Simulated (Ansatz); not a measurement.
## Ta: a vibration from a frozen displacement

Level of theory: DFT r2SCAN, scalar-relativistic, plane waves, PAW in Ansatz. The runs took a 500 eV cutoff, a Γ-centred 10×10×10 mesh and Gaussian smearing (0.15 eV). Spin–orbit coupling is left out, which matters for the heavy elements here. No spin polarisation. Energies are free energies at this smearing, counted from the undisturbed cell; pressure is positive in compression.

Zero of the scan (as given, not relaxed at this level; it stands at -1.7 GPa; this fcc form isn't the usual structure):

```
Ta
1.0
     0.00000    4.22000    4.22000
     4.22000    0.00000    4.22000
     4.22000    4.22000    0.00000
Ta
8
Direct
  0.00000 0.00000 0.00000
  0.00000 0.00000 0.50000
  0.00000 0.50000 0.00000
  0.00000 0.50000 0.50000
  0.50000 0.00000 0.00000
  0.50000 0.00000 0.50000
  0.50000 0.50000 0.00000
  0.50000 0.50000 0.50000
```

Atom 1 (Ta) is moved by x along the Cartesian unit vector (-0.707, -0.707, 0.000); the cell and all other atoms stay fixed. The cell's volume is 150.30 Å³; the moved atoms weigh 180.948 u together and the others 1266.635 u. Some rows repeat others by symmetry and weren't run.

| x (Å) | ΔE (meV/cell) | total force on the moved atoms along the move (eV/Å) | pressure (GPa) |
| --- | --- | --- | --- |
| -0.3000 | 387.16 | 2.5197 | -0.4492 |
| -0.2500 | 271.05 | 2.1247 | -0.8169 |
| -0.2000 | 174.78 | 1.7242 | -1.1208 |
| -0.1500 | 98.88 | 1.3090 | -1.3601 |
| -0.1000 | 44.11 | 0.8798 | -1.5327 |
| -0.0500 | 11.05 | 0.4418 | -1.6364 |
| 0.0000 | 0.00 | 0.0000 | -1.6714 |
| 0.0500 | 11.05 | -0.4418 | -1.6364 |
| 0.1000 | 44.11 | -0.8798 | -1.5327 |
| 0.1500 | 98.88 | -1.3090 | -1.3601 |
| 0.2000 | 174.78 | -1.7242 | -1.1208 |
| 0.2500 | 271.05 | -2.1247 | -0.8169 |
| 0.3000 | 387.16 | -2.5197 | -0.4492 |

Q: What frequency belongs to this motion?

A: The force constant is k = −dF/dx = 8.836 eV/Å², from the parabola through x = -0.0500, 0 and 0.0500. In every cell the moved atoms swing against the rest, so the mass is μ = m₁m₂/(m₁ + m₂) = 158.329 u, and ν̃ = 521.5 cm⁻¹ × √(|k|/μ) = 123 cm⁻¹, at this cell's pressure of -1.7 GPa. The pattern needn't be a normal mode: ν̃² is then a weighted mean of the squared nonzero frequencies at the zone centre of this cell, so it lies between the lowest and the highest of them.

Q: How far does the harmonic law reach?

A: At x = -0.300 Å, kx²/2 = 397.62 meV against the computed 387.16 meV (-2.6 %): the well is still close to harmonic there.

Q: The pressure changes with x². What does that say about the frequency under compression?

A: With E = k(V)x²/2, k ∝ V^(−2γ) and x scaling with the cell as V^(1/3), P − P0 = −∂E/∂V = (2γ − 2/3) ΔE/V. At x = 0.1000 Å, V(P − P0) = 150.30 × 0.13873 / 160.2 eV = 130.14 meV and ΔE = 44.11 meV, so γ = 1/3 + V(P − P0)/(2ΔE) = 1.81. This is the Grüneisen parameter of the motion under uniform scaling of the cell: shrinking the cell evenly by 1 % in volume raises the frequency by about 1.81 %.

In a metal these slopes depend on the k mesh and the smearing.